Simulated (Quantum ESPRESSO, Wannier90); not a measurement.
**Wannier functions of BiTeI (P3m1)**

```xyz
3
Lattice="4.3957 0.0000 0.0000 -2.1978 3.8068 0.0000 0.0000 0.0000 7.2227" Properties=species:S:1:pos:R:3 pbc="T T T"
Bi     0.0000     0.0000    -0.5681
Te    -2.1978     1.2689    -2.2616
I      2.1978    -1.2689     1.5246
```

Materials Project entry mp-22965; symmetrised, unrelaxed at this level. COD (Crystallography Open Database) has an entry of this formula and space group (matched by these alone). Method: PBEsol plane waves in Quantum ESPRESSO 7.5 (PseudoDojo norm-conserving files, 64 Ry, spinors with spin-orbit coupling), Bloch states on a 6×6×4 mesh through Γ, Wannier90 4.0.1. Density: 12×12×4 mesh, Gaussian smearing 0.01 Ry.

A tight-binding model is made by disentanglement and projection with no localisation steps (num_iter = 0), so the 24 orbitals stay atom-like: hydrogen-like Bi: s;p; Te: s;p; I: s;p, axes along x, y, z; frozen window up to 3.78 eV relative to the valence-band maximum. It follows pw.x to 2.2 meV rms for states up to 1.3 eV relative to the valence-band maximum. Matrix elements depend on this choice of orbitals and windows.

The 20 largest hoppings ⟨m,0|H|n,R⟩ between different sites (one of each Hermitian pair; signs follow the real orbitals' lobes; the list may end inside a set of equal values):

```
m              n      R  distance of the centres (Å)  t (eV)  Im t (eV)
-------  -------  -----  ---------------------------  ------  ---------
Te2 py↑  Bi1 py↑  0 1 0                         3.17   1.232      0.000
Te2 py↓  Bi1 py↓  0 1 0                         3.17   1.232      0.000
Te2 py↑  Bi1 pz↑  0 1 0                         3.12   1.123      0.000
Te2 py↓  Bi1 pz↓  0 1 0                         3.12   1.123      0.000
Te2 pz↑  Bi1 py↑  0 1 0                         3.10   1.101      0.000
Te2 pz↓  Bi1 py↓  0 1 0                         3.10   1.101      0.000
Te2 s↑   Bi1 py↑  0 1 0                         3.08   1.074      0.000
Te2 s↓   Bi1 py↓  0 1 0                         3.08   1.074      0.000
Te2 py↑   Bi1 s↑  0 1 0                         3.13  -1.030      0.000
Te2 py↓   Bi1 s↓  0 1 0                         3.13  -1.030      0.000
Bi1 pz↑  Te2 px↑  1 0 0                         3.09  -0.972     -0.002
Bi1 pz↓  Te2 px↓  1 0 0                         3.09  -0.972      0.002
Te2 px↑  Bi1 pz↑  0 0 0                         3.09   0.972      0.002
Te2 px↓  Bi1 pz↓  0 0 0                         3.09   0.972     -0.002
Bi1 px↑  Te2 pz↑  1 0 0                         3.08  -0.954      0.006
Bi1 px↓  Te2 pz↓  1 0 0                         3.08  -0.954     -0.006
Te2 pz↑  Bi1 px↑  0 0 0                         3.08   0.954     -0.006
Te2 pz↓  Bi1 px↓  0 0 0                         3.08   0.954      0.006
Te2 s↑   Bi1 px↑  0 0 0                         3.06   0.930     -0.018
Te2 s↓   Bi1 px↓  0 0 0                         3.06   0.930      0.018
```
